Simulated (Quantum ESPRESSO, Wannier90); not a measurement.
# K$_{2}$S (anti-fluorite), plane waves to Wannier functions

```
begin unit_cell_cart
ang
    0.0000000000    3.7069400000    3.7069400000
    3.7069400000    0.0000000000    3.7069400000
    3.7069400000    3.7069400000    0.0000000000
end unit_cell_cart
begin atoms_frac
K   -0.2500000000 -0.2500000000 -0.2500000000
K    0.2500000000  0.2500000000  0.2500000000
S    0.0000000000  0.0000000000  0.0000000000
end atoms_frac
```

Cell from Materials Project (mp-1022), symmetrised, no further relaxation. COD (Crystallography Open Database) has the formula in 2 space groups, this one among them (matched by group alone). Method: LDA plane waves in Quantum ESPRESSO 7.5 (PseudoDojo norm-conserving files, 58 Ry, no spin polarisation, no spin-orbit coupling), Bloch states on a 8×8×8 mesh through Γ, Wannier90 4.0.1. Density: 8×8×8 mesh, cold smearing 0.01 Ry.

Bands 10-12 form an isolated set from -0.79 to 0.00 eV relative to the valence-band maximum (on the path) and are turned into 3 Wannier functions by minimising the spread from the start: atomic waves S 3p.

Centres (Cartesian, Å; one of the equivalent choices) and spreads:

```tsv
n	x	y	z	spread (Å²)	nearest atom
1	0.000	0.000	0.000	2.389	S3
2	0.000	0.000	0.000	2.389	S3
3	0.000	0.000	0.000	2.389	S3
```

Ω_I = 7.12 Å², Ω_total = 7.17 Å²; the interpolated bands follow pw.x to 0.1 meV rms on the path. Only this start was tried; a symmetric start can stop on a saddle, and mixtures of these functions could lower the total by at most Ω_total − Ω_I.
